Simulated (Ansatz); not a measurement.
## Is this structure of Li2NbAu6 stable?

Atoms and cell were relaxed at zero pressure (26.3 % in volume from the start). The relaxed cell:

```yaml
crystal:
  lattice:
    - [2.70057, 4.67753, 0.00000]
    - [-2.70057, 4.67753, 0.00000]
    - [0.00000, 0.00000, 7.36882]
  atoms:
    - { symbol: Nb, position: [0.00000, 0.00000, 0.00000] }
    - { symbol: Au, position: [0.45975, 0.54025, 0.19558] }
    - { symbol: Au, position: [0.00000, 0.45975, 0.19558] }
    - { symbol: Au, position: [0.54025, 0.00000, 0.19558] }
    - { symbol: Au, position: [0.00000, 0.54025, 0.80442] }
    - { symbol: Au, position: [0.54025, 0.45975, 0.80442] }
    - { symbol: Au, position: [0.45975, 0.00000, 0.80442] }
    - { symbol: Li, position: [0.33333, 0.33333, 0.50000] }
    - { symbol: Li, position: [0.66667, 0.66667, 0.50000] }
```

Space group P-31m (No. 162); conventional cell a = 5.401 Å, b = 5.401 Å, c = 7.369 Å, α = 90.00°, β = 90.00°, γ = 120.00°.

All energies were calculated with Ansatz 0.2.0 (PBE; 420 eV; 6×6×5 Γ-centred mesh; fermi-dirac occupations of width 0.100 eV). Spin: none; no U, no spin-orbit coupling.

Q: What is its formation energy?

A: -0.022 eV an atom at 0 K against the elements' lowest computed crystals and the free molecules of gases, with no empirical correction.

Q: Does it lie on the convex hull?

A: Among the phases that we computed and relaxed alike, the lowest mixture with other formulas is 7 % LiAu + 74 % LiAu$_{3}$ + 18 % Nb₃Au₂ (shares of atoms). The cell lies 320 meV an atom above it, so it would gain by splitting into them.

The start was: a known structure type with other elements put in, at an estimated volume. An invented cell need not be a known compound.

Caveats: differences under 20 meV an atom lie within the error of meshes and cutoff; no moments were allowed, so a magnetic state may lie lower; the relaxation keeps the start's symmetry, so a distorted cell may lie lower; no spin-orbit coupling, which can move compounds of heavy elements by tens of meV.
